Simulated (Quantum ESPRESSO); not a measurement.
Simulation results for CaMg2ZnO4 (made-up cell)

All values are calculated (Quantum ESPRESSO 7.5). Calculation on a made-up crystal cell, not a measurement: periodic Kohn-Sham density functional theory in plane waves with PseudoDojo standard norm-conserving scalar-relativistic pseudopotentials, each functional with its own files (v0.5 for PBE, v0.4.1 for LDA and PBEsol), no spin polarisation, no spin-orbit coupling, atoms not relaxed, stress positive in tension, energies less a fixed whole-eV offset for each atom's element; levels are Kohn-Sham levels at fractions of this cell's reciprocal vectors, counted from the reference band (half the neutral cell's valence electrons, rounded up) at Gamma; error bars cover cutoff and k-mesh only, not smearing or the files; added strain carries the atoms with the cell, and shear is the tensor component; each bar is the largest change over components, and at least 0.002 eV, 0.002 eV per angstrom or 0.02 GPa; energies are for the whole cell, and the offsets were chosen from early runs and are not element reference energies.

Common to all runs: lattice type rocksalt; functional pbe; cutoff 1143 eV; fermi dirac smearing 0.025 eV; scf tolerance 1e-07 eV; electrons removed 0; added strain kind zz; k mesh 4 x 4 x 4, shifted by half a step.

(1) 
```cif
# cell vector a (Å): 4.3514 0.0289 -0.0163
# cell vector b (Å): 0.0289 4.3722 -0.0381
# cell vector c (Å): -0.0163 -0.0381 4.3263
data_CaMg2ZnO4
_symmetry_space_group_name_H-M 'P 1'
_symmetry_Int_Tables_number 1
_cell_length_a 4.3515
_cell_length_b 4.3725
_cell_length_c 4.3265
_cell_angle_alpha 91.005
_cell_angle_beta 90.434
_cell_angle_gamma 89.239
_cell_volume 82.30
loop_
_atom_site_label
_atom_site_type_symbol
_atom_site_fract_x
_atom_site_fract_y
_atom_site_fract_z
_atom_site_occupancy
Mg1 Mg 0.98929 0.01495 0.99644 1
Mg2 Mg 0.02168 0.48657 0.48545 1
Ca1 Ca 0.49365 0.99273 0.49554 1
Zn1 Zn 0.49880 0.48212 0.00636 1
O1 O 0.51713 0.01072 0.99797 1
O2 O 0.49883 0.50197 0.51010 1
O3 O 0.99270 0.00258 0.48507 1
O4 O 0.99941 0.49290 0.99849 1
_calc_added_strain -0.0205
_calc_structure_shown 'before the added strain of -0.0205'
_calc_free_energy_less_offsets 0.6006  # eV
_calc_smearing_term_minus_ts 0  # eV
_calc_scf_iterations 12
_calc_pressure 16.18  # GPa
_calc_stress_xx -14.95  # GPa
_calc_stress_yy -13.79  # GPa
_calc_stress_zz -19.79  # GPa
_calc_stress_yz -1.738  # GPa
_calc_stress_xz -0.8535  # GPa
_calc_stress_xy 1.283  # GPa
_calc_error_bar_energy 0.002  # eV
_calc_error_bar_stress 0.04804  # GPa
_calc_error_bar_force 0.002832  # eV/angstrom
_calc_error_bars_from 'tighter rerun of a related cell'
```

Atoms:
```tsv
atoms element	atom site	atom energy offset (eV)
Mg	1	-1617
Mg	2	-1617
Ca	3	-1055
Zn	4	-5687
O	5	-452
O	6	-452
O	7	-452
O	8	-452
```

Forces:
```tsv
site	x (eV/Å)	y (eV/Å)	z (eV/Å)
1	0.2013	-0.6215	-0.2476
2	-0.8028	0.4814	0.509
3	0.2125	0.08555	0.2389
4	0.1818	0.4378	-0.2196
5	-0.4897	-0.1889	-0.1344
6	0.005508	-0.4685	-0.2845
7	0.4651	-0.02797	0.3204
8	0.2264	0.3021	-0.1822
```

(2) 
```cif
# cell vector a (Å): 4.3514 0.0289 -0.0163
# cell vector b (Å): 0.0289 4.3722 -0.0381
# cell vector c (Å): -0.0163 -0.0381 4.3263
data_CaMg2ZnO4
_symmetry_space_group_name_H-M 'P 1'
_symmetry_Int_Tables_number 1
_cell_length_a 4.3515
_cell_length_b 4.3725
_cell_length_c 4.3265
_cell_angle_alpha 91.005
_cell_angle_beta 90.434
_cell_angle_gamma 89.239
_cell_volume 82.30
loop_
_atom_site_label
_atom_site_type_symbol
_atom_site_fract_x
_atom_site_fract_y
_atom_site_fract_z
_atom_site_occupancy
Mg1 Mg 0.98929 0.01495 0.99644 1
Mg2 Mg 0.02168 0.48657 0.48545 1
Ca1 Ca 0.49365 0.99273 0.49554 1
Zn1 Zn 0.49880 0.48212 0.00636 1
O1 O 0.51713 0.01072 0.99797 1
O2 O 0.49883 0.50197 0.51010 1
O3 O 0.99270 0.00258 0.48507 1
O4 O 0.99941 0.49290 0.99849 1
_calc_added_strain -0.0148
_calc_structure_shown 'before the added strain of -0.0148'
_calc_free_energy_less_offsets 0.5459  # eV
_calc_smearing_term_minus_ts 0  # eV
_calc_scf_iterations 12
_calc_pressure 14.95  # GPa
_calc_stress_xx -14.27  # GPa
_calc_stress_yy -13.15  # GPa
_calc_stress_zz -17.44  # GPa
_calc_stress_yz -1.732  # GPa
_calc_stress_xz -0.845  # GPa
_calc_stress_xy 1.296  # GPa
_calc_error_bar_energy 0.002  # eV
_calc_error_bar_stress 0.04804  # GPa
_calc_error_bar_force 0.002832  # eV/angstrom
_calc_error_bars_from 'tighter rerun of a related cell'
```

Atoms:
```tsv
atoms element	atom site	atom energy offset (eV)
Mg	1	-1617
Mg	2	-1617
Ca	3	-1055
Zn	4	-5687
O	5	-452
O	6	-452
O	7	-452
O	8	-452
```

Forces:
```tsv
site	x (eV/Å)	y (eV/Å)	z (eV/Å)
1	0.2058	-0.6195	-0.2245
2	-0.8026	0.4766	0.4818
3	0.2298	0.1011	0.2324
4	0.176	0.4381	-0.2254
5	-0.5043	-0.1996	-0.1276
6	0.005762	-0.4724	-0.2773
7	0.4611	-0.02652	0.2965
8	0.2286	0.3022	-0.1558
```

(3) 
```cif
# cell vector a (Å): 4.3514 0.0289 -0.0163
# cell vector b (Å): 0.0289 4.3722 -0.0381
# cell vector c (Å): -0.0163 -0.0381 4.3263
data_CaMg2ZnO4
_symmetry_space_group_name_H-M 'P 1'
_symmetry_Int_Tables_number 1
_cell_length_a 4.3515
_cell_length_b 4.3725
_cell_length_c 4.3265
_cell_angle_alpha 91.005
_cell_angle_beta 90.434
_cell_angle_gamma 89.239
_cell_volume 82.30
loop_
_atom_site_label
_atom_site_type_symbol
_atom_site_fract_x
_atom_site_fract_y
_atom_site_fract_z
_atom_site_occupancy
Mg1 Mg 0.98929 0.01495 0.99644 1
Mg2 Mg 0.02168 0.48657 0.48545 1
Ca1 Ca 0.49365 0.99273 0.49554 1
Zn1 Zn 0.49880 0.48212 0.00636 1
O1 O 0.51713 0.01072 0.99797 1
O2 O 0.49883 0.50197 0.51010 1
O3 O 0.99270 0.00258 0.48507 1
O4 O 0.99941 0.49290 0.99849 1
_calc_added_strain -0.0127
_calc_structure_shown 'before the added strain of -0.0127'
_calc_free_energy_less_offsets 0.5274  # eV
_calc_smearing_term_minus_ts 0  # eV
_calc_scf_iterations 12
_calc_pressure 14.52  # GPa
_calc_stress_xx -14.03  # GPa
_calc_stress_yy -12.92  # GPa
_calc_stress_zz -16.61  # GPa
_calc_stress_yz -1.731  # GPa
_calc_stress_xz -0.841  # GPa
_calc_stress_xy 1.301  # GPa
_calc_error_bar_energy 0.002  # eV
_calc_error_bar_stress 0.04804  # GPa
_calc_error_bar_force 0.002832  # eV/angstrom
_calc_error_bars_from 'tighter rerun of a related cell'
```

Atoms:
```tsv
atoms element	atom site	atom energy offset (eV)
Mg	1	-1617
Mg	2	-1617
Ca	3	-1055
Zn	4	-5687
O	5	-452
O	6	-452
O	7	-452
O	8	-452
```

Forces:
```tsv
site	x (eV/Å)	y (eV/Å)	z (eV/Å)
1	0.2074	-0.6188	-0.2167
2	-0.8025	0.4749	0.4719
3	0.2358	0.1066	0.2292
4	0.1739	0.4382	-0.2274
5	-0.5093	-0.2033	-0.1237
6	0.005839	-0.4738	-0.2751
7	0.4596	-0.02602	0.288
8	0.2293	0.3023	-0.1461
```

(4) 
```cif
# cell vector a (Å): 4.3514 0.0289 -0.0163
# cell vector b (Å): 0.0289 4.3722 -0.0381
# cell vector c (Å): -0.0163 -0.0381 4.3263
data_CaMg2ZnO4
_symmetry_space_group_name_H-M 'P 1'
_symmetry_Int_Tables_number 1
_cell_length_a 4.3515
_cell_length_b 4.3725
_cell_length_c 4.3265
_cell_angle_alpha 91.005
_cell_angle_beta 90.434
_cell_angle_gamma 89.239
_cell_volume 82.30
loop_
_atom_site_label
_atom_site_type_symbol
_atom_site_fract_x
_atom_site_fract_y
_atom_site_fract_z
_atom_site_occupancy
Mg1 Mg 0.98929 0.01495 0.99644 1
Mg2 Mg 0.02168 0.48657 0.48545 1
Ca1 Ca 0.49365 0.99273 0.49554 1
Zn1 Zn 0.49880 0.48212 0.00636 1
O1 O 0.51713 0.01072 0.99797 1
O2 O 0.49883 0.50197 0.51010 1
O3 O 0.99270 0.00258 0.48507 1
O4 O 0.99941 0.49290 0.99849 1
_calc_added_strain -0.0078
_calc_structure_shown 'before the added strain of -0.0078'
_calc_free_energy_less_offsets 0.4879  # eV
_calc_smearing_term_minus_ts 0  # eV
_calc_scf_iterations 12
_calc_pressure 13.53  # GPa
_calc_stress_xx -13.47  # GPa
_calc_stress_yy -12.38  # GPa
_calc_stress_zz -14.75  # GPa
_calc_stress_yz -1.724  # GPa
_calc_stress_xz -0.8339  # GPa
_calc_stress_xy 1.312  # GPa
_calc_error_bar_energy 0.002  # eV
_calc_error_bar_stress 0.04804  # GPa
_calc_error_bar_force 0.002832  # eV/angstrom
_calc_error_bars_from 'tighter rerun of this cell'
```

Atoms:
```tsv
atoms element	atom site	atom energy offset (eV)
Mg	1	-1617
Mg	2	-1617
Ca	3	-1055
Zn	4	-5687
O	5	-452
O	6	-452
O	7	-452
O	8	-452
```

Forces:
```tsv
site	x (eV/Å)	y (eV/Å)	z (eV/Å)
1	0.2111	-0.617	-0.1981
2	-0.8021	0.4707	0.4504
3	0.2493	0.1188	0.2249
4	0.169	0.4383	-0.2321
5	-0.5205	-0.2115	-0.1189
6	0.005987	-0.4768	-0.2696
7	0.4563	-0.02491	0.2688
8	0.2309	0.3024	-0.1255
```

(5) 
```cif
# cell vector a (Å): 4.3514 0.0289 -0.0163
# cell vector b (Å): 0.0289 4.3722 -0.0381
# cell vector c (Å): -0.0163 -0.0381 4.3263
data_CaMg2ZnO4
_symmetry_space_group_name_H-M 'P 1'
_symmetry_Int_Tables_number 1
_cell_length_a 4.3515
_cell_length_b 4.3725
_cell_length_c 4.3265
_cell_angle_alpha 91.005
_cell_angle_beta 90.434
_cell_angle_gamma 89.239
_cell_volume 82.30
loop_
_atom_site_label
_atom_site_type_symbol
_atom_site_fract_x
_atom_site_fract_y
_atom_site_fract_z
_atom_site_occupancy
Mg1 Mg 0.98929 0.01495 0.99644 1
Mg2 Mg 0.02168 0.48657 0.48545 1
Ca1 Ca 0.49365 0.99273 0.49554 1
Zn1 Zn 0.49880 0.48212 0.00636 1
O1 O 0.51713 0.01072 0.99797 1
O2 O 0.49883 0.50197 0.51010 1
O3 O 0.99270 0.00258 0.48507 1
O4 O 0.99941 0.49290 0.99849 1
_calc_added_strain -0.0004
_calc_structure_shown 'before the added strain of -0.0004'
_calc_free_energy_less_offsets 0.4367  # eV
_calc_smearing_term_minus_ts 0  # eV
_calc_scf_iterations 12
_calc_pressure 12.12  # GPa
_calc_stress_xx -12.65  # GPa
_calc_stress_yy -11.6  # GPa
_calc_stress_zz -12.12  # GPa
_calc_stress_yz -1.714  # GPa
_calc_stress_xz -0.8222  # GPa
_calc_stress_xy 1.327  # GPa
_calc_error_bar_energy 0.002  # eV
_calc_error_bar_stress 0.04804  # GPa
_calc_error_bar_force 0.002832  # eV/angstrom
_calc_error_bars_from 'tighter rerun of a related cell'
```

Atoms:
```tsv
atoms element	atom site	atom energy offset (eV)
Mg	1	-1617
Mg	2	-1617
Ca	3	-1055
Zn	4	-5687
O	5	-452
O	6	-452
O	7	-452
O	8	-452
```

Forces:
```tsv
site	x (eV/Å)	y (eV/Å)	z (eV/Å)
1	0.2164	-0.6143	-0.1717
2	-0.8013	0.4646	0.4194
3	0.2682	0.136	0.2178
4	0.1619	0.4383	-0.2385
5	-0.5358	-0.2227	-0.1113
6	0.006144	-0.4811	-0.2614
7	0.4515	-0.02343	0.2417
8	0.233	0.3026	-0.09592
```

(6) 
```cif
# cell vector a (Å): 4.3514 0.0289 -0.0163
# cell vector b (Å): 0.0289 4.3722 -0.0381
# cell vector c (Å): -0.0163 -0.0381 4.3263
data_CaMg2ZnO4
_symmetry_space_group_name_H-M 'P 1'
_symmetry_Int_Tables_number 1
_cell_length_a 4.3515
_cell_length_b 4.3725
_cell_length_c 4.3265
_cell_angle_alpha 91.005
_cell_angle_beta 90.434
_cell_angle_gamma 89.239
_cell_volume 82.30
loop_
_atom_site_label
_atom_site_type_symbol
_atom_site_fract_x
_atom_site_fract_y
_atom_site_fract_z
_atom_site_occupancy
Mg1 Mg 0.98929 0.01495 0.99644 1
Mg2 Mg 0.02168 0.48657 0.48545 1
Ca1 Ca 0.49365 0.99273 0.49554 1
Zn1 Zn 0.49880 0.48212 0.00636 1
O1 O 0.51713 0.01072 0.99797 1
O2 O 0.49883 0.50197 0.51010 1
O3 O 0.99270 0.00258 0.48507 1
O4 O 0.99941 0.49290 0.99849 1
_calc_added_strain 0.0158
_calc_structure_shown 'before the added strain of 0.0158'
_calc_free_energy_less_offsets 0.357  # eV
_calc_smearing_term_minus_ts 0  # eV
_calc_scf_iterations 12
_calc_pressure 9.326  # GPa
_calc_stress_xx -10.94  # GPa
_calc_stress_yy -9.957  # GPa
_calc_stress_zz -7.078  # GPa
_calc_stress_yz -1.687  # GPa
_calc_stress_xz -0.7979  # GPa
_calc_stress_xy 1.357  # GPa
_calc_error_bar_energy 0.002  # eV
_calc_error_bar_stress 0.04804  # GPa
_calc_error_bar_force 0.002832  # eV/angstrom
_calc_error_bars_from 'tighter rerun of a related cell'
```

Atoms:
```tsv
atoms element	atom site	atom energy offset (eV)
Mg	1	-1617
Mg	2	-1617
Ca	3	-1055
Zn	4	-5687
O	5	-452
O	6	-452
O	7	-452
O	8	-452
```

Forces:
```tsv
site	x (eV/Å)	y (eV/Å)	z (eV/Å)
1	0.2275	-0.6081	-0.1198
2	-0.7985	0.4507	0.3595
3	0.3037	0.1691	0.2006
4	0.147	0.4376	-0.2513
5	-0.5636	-0.2428	-0.09385
6	0.006232	-0.4891	-0.2453
7	0.4414	-0.02075	0.1883
8	0.2363	0.3032	-0.03815
```
